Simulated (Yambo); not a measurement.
Li3Zn2SbO6 (space group C2/m, No. 12), G0W0@LDA (Yambo, plasmon pole, terminator in G, 2×2×2 mesh): gap (-0.5, -0.5, 0) → Γ in eV by bands and screening block.

```json
[
 {"bands (W and G)": "72", "2 Ry": "5.26", "3 Ry": "5.03", "4 Ry": "4.99", "6 Ry": "…", "7 Ry": "5.01"},
 {"bands (W and G)": "95", "2 Ry": "4.96", "3 Ry": "4.70", "4 Ry": "4.66", "6 Ry": "4.63", "7 Ry": "4.66"},
 {"bands (W and G)": "126", "2 Ry": "4.83", "3 Ry": "4.53", "4 Ry": "…", "6 Ry": "4.46", "7 Ry": "4.50"},
 {"bands (W and G)": "164", "2 Ry": "…", "3 Ry": "4.45", "4 Ry": "4.40", "6 Ry": "4.37", "7 Ry": "4.41"},
 {"bands (W and G)": "202", "2 Ry": "4.73", "3 Ry": "4.41", "4 Ry": "4.35", "6 Ry": "4.33", "7 Ry": "4.37"}
]
```

Task: Estimate the withheld gaps from their neighbours; the computed values follow.

Result: 
- 72, 6 Ry: 4.98
- 126, 4 Ry: 4.49
- 164, 2 Ry: 4.76

The largest settings aren't shown to be the converged limit.

The standard potential for Sb keeps a d shell in the valence without the s and p states of that shell. In tests on such compounds this moved G0W0 gaps by up to about 0.9 eV, so absolute quasiparticle energies here are unreliable; differences between settings are what counts.

Spin-orbit coupling is not included.

Geometry of the Materials Project entry, not relaxed at this level; primitive cell a = b = 5.301 Å, c = 5.271 Å, α = β = 100.02°, γ = 119.77°.

The structure is a Materials Project entry; no match was found in the copy of COD used, and its stability was not checked.
